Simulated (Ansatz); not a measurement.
SiC2:
```
SiC2
1.0
    3.18149     0.00000     0.00000
    0.00000     3.18149     0.00000
    0.00000     0.00000     6.88512
Si C
2 4
Direct
  0.00000   0.00000   0.25000
  0.00000   0.00000   0.75000
  0.00000   0.50000   0.09914
  0.50000   0.00000   0.59914
  0.00000   0.50000   0.90086
  0.50000   0.00000   0.40086
```

Relaxed with PBE. Special points in fractions of this cell's reciprocal vectors: Γ (0.000, 0.000, 0.000); X (0.000, 0.500, 0.000); M (0.500, 0.500, 0.000); Z (0.000, 0.000, 0.500); R (0.000, 0.500, 0.500); A (0.500, 0.500, 0.500).

Q: List the band energies nearest the Fermi level at these points for DFT-PBE in the program Ansatz with PAW potentials.

A: In eV from the Fermi level; about four levels below and three above (degenerate sets whole), none deeper than 8.9 eV; points with the same levels are listed once.

| k | below | above |
|---|---|---|
| Γ | -1.82 -1.82 -0.98 -0.98 | 1.35 3.54 3.84 3.84 |
| X | -3.24 -3.18 -1.44 -0.18 | 0.60 3.65 3.81 |
| M | -4.79 -2.99 -1.11 -0.77 | 3.63 3.63 3.91 |
| Z | -4.21 -4.21 -2.62 -2.62 | 0.29 0.29 1.90 1.90 |
| R | -3.80 -1.89 -1.44 -0.22 | 1.47 3.61 3.97 |
| A | -4.16 -4.16 -3.45 -3.45 | 1.49 1.49 2.69 2.69 |

Space group P4_2/mmc. The start of the workflow was typed in or built on a structure type; neither database checked (COD, Materials Project) lists it. Its standing as an ambient phase is unchecked. The cell was relaxed with PBE under the symmetry of its start; its stability against distortions is not shown here. Its formation energy is positive at this level, so the cell may be metastable or incomplete.

Potentials: the later of the program's two PAW sets.
